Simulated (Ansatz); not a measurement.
MgS (rock salt, Fm-3m) at seven volumes, the program Ansatz at the PBEsol level (PAW), scaled uniformly. One row is withheld.

| V (Å³/atom) | P (GPa) |
|---|---|
| 15.827 | 8.92 |
| 16.348 | ? |
| 16.870 | 2.53 |
| 17.392 | 0.00 |
| 17.914 | -2.17 |
| 18.436 | -4.04 |
| 18.957 | -5.65 |

Fit the shown pressures and predict the withheld one.

Third-order Birch–Murnaghan: P = (3/2)B₀(x^(7/2) − x^(5/2))[1 + (3/4)(B′ − 4)(x − 1)] with x = (V₀/V)^(2/3). Least squares on the six rows gives V₀ = 17.392 Å³/atom, B₀ = 78.07 GPa, B′ = 4.06. At V = 16.348, x = 1.0421 and P = 5.48 GPa. The run itself gave 5.48 GPa.

Symmetry was held in the PBEsol relaxation.

Potentials: the earlier of the program's two PAW sets. The files were generated under PBE; for other functionals the program regenerates the frozen cores, and for LDA and PBEsol the local potential too.
